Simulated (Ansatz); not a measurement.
Equation of state of MgAu

A database entry relaxed whole under r2SCAN (Pm-3m):

```yaml
crystal:
  lattice:
    - [3.27162, 0.00000, 0.00000]
    - [0.00000, 3.27162, 0.00000]
    - [0.00000, 0.00000, 3.27162]
  atoms:
    - { symbol: Mg, position: [0.50000, 0.50000, 0.50000] }
    - { symbol: Au, position: [0.00000, 0.00000, 0.00000] }
```

The cell was scaled uniformly, its shape held, and the atoms relaxed at each volume with plane-wave PAW DFT (Ansatz 0.2.0; r2SCAN, 500 eV, 10×10×10 Γ-centred mesh, fermi-dirac occupations of width 0.100 eV; no spin, no spin-orbit coupling). One row is withheld.

```
volume (Å³/atom)  energy over the lowest (meV/atom)  pressure (GPa)
          16.458                               20.3            6.65
          16.808                                  ?               ?
          17.159                                2.0            1.95
          17.509                                0.0           -0.02
          17.859                                2.1           -1.77
          18.209                                7.8           -3.33
          18.559                               16.7           -4.71
```

Task: Fit the pressures of the other rows to the third-order Birch-Murnaghan form.

Result: With f = [(V₀/V)^(2/3) − 1]/2 and P = 3B₀f(1 + 2f)^(5/2)[1 + 3(B₀′ − 4)f/2], least squares gives V₀ = 17.51 Å³ an atom, B₀ = 92.8 GPa and B₀′ = 4.8; the rows miss the fit by less than 0.01 GPa. The slope of the energies differs from these pressures by 0.06 GPa, since they are taken to zero smearing while pressures follow the free energy.

Task: What does the withheld row hold?

Result: The fit gives 4.16 GPa at 16.808 Å³; the run gave 4.16 GPa and 8.6 meV an atom.

Caveats: the shape of the cell was held; 0 K, fixed nuclei; the symmetry was kept, and this need not be the phase that is stable at 0 K; one mesh for all volumes; pressure is positive in compression.
